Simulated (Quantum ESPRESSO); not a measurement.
**Band energies of CaCd$_{2}$P$_{2}$**

```
CELL_PARAMETERS angstrom
      4.29231     0.00000     0.00000
     -2.14616     3.71725     0.00000
      0.00000     0.00000     7.05545
ATOMIC_POSITIONS crystal
  P  0.66667 0.33333 0.75947
  P  0.33333 0.66667 0.24053
  Ca 0.00000 0.00000 0.00000
  Cd 0.33333 0.66667 0.63811
  Cd 0.66667 0.33333 0.36189
```

norm-conserving LDA (Quantum ESPRESSO, 102 Ry, scalar-relativistic); path ΓMKΓALHA,LM,KH; energies in eV from the valence-band maximum.

```csv
k (1/Å),point,band 26,band 27,band 28,band 29,band 30,band 31,band 32,band 33
0.00,Γ,-1.21,-1.21,-0.12,0.00,0.00,0.66,0.96,2.34
0.21,,-2.08,-1.35,-1.15,-0.29,-0.19,1.29,1.54,2.51
0.63,,-3.91,-3.17,-2.01,-1.56,-1.17,1.26,2.24,3.09
0.85,M,-4.07,-2.92,-2.15,-2.05,-1.30,1.12,2.41,2.74
1.09,,-4.19,-3.06,-2.74,-2.04,-1.64,2.21,2.52,2.72
1.33,K,-4.46,-3.88,-2.29,-2.29,-1.95,2.54,2.75,2.75
1.53,,-4.29,-3.41,-2.79,-2.01,-1.62,2.37,2.78,3.06
1.92,,-3.10,-2.29,-1.79,-1.02,-0.46,1.74,2.27,2.62
2.31,Γ,-1.21,-1.21,-0.12,0.00,0.00,0.66,0.96,2.34
2.53,,-1.13,-1.08,-1.08,-0.23,-0.23,0.86,1.54,2.67
2.75,A,-1.92,-0.84,-0.84,-0.56,-0.56,0.91,1.71,2.68
2.92,,-1.94,-1.32,-1.11,-0.97,-0.68,1.50,1.95,2.74
3.26,,-3.79,-2.11,-1.80,-1.35,-1.00,1.59,2.19,2.26
3.60,L,-4.76,-2.29,-2.23,-1.16,-0.99,1.41,1.82,1.95
3.92,,-4.70,-3.15,-2.46,-1.73,-1.27,1.82,2.18,3.25
4.09,H,-4.74,-3.42,-2.67,-1.52,-1.52,2.05,2.05,3.45
4.23,,-4.67,-3.25,-2.51,-1.72,-1.33,1.96,2.06,3.38
4.37,,-4.48,-2.83,-2.14,-1.87,-1.26,1.92,2.03,3.12
4.64,,-3.20,-1.81,-1.69,-1.50,-1.24,2.17,2.18,2.70
4.92,,-1.92,-1.15,-1.07,-0.84,-0.69,1.40,1.85,2.73
5.06,A,-1.92,-0.84,-0.84,-0.56,-0.56,0.91,1.71,2.68
5.06,L,-4.76,-2.29,-2.23,-1.16,-0.99,1.41,1.82,1.95
5.36,,-4.25,-2.77,-2.17,-1.78,-1.27,1.20,2.03,2.93
5.51,M,-4.07,-2.92,-2.15,-2.05,-1.30,1.12,2.41,2.74
5.51,K,-4.46,-3.88,-2.29,-2.29,-1.95,2.54,2.75,2.75
5.95,H,-4.74,-3.42,-2.67,-1.52,-1.52,2.05,2.05,3.45
```

The LDA gap is direct, 0.66 eV at Γ.

Spin-orbit splittings are left out.

Geometry of the Materials Project entry, not relaxed at this level.
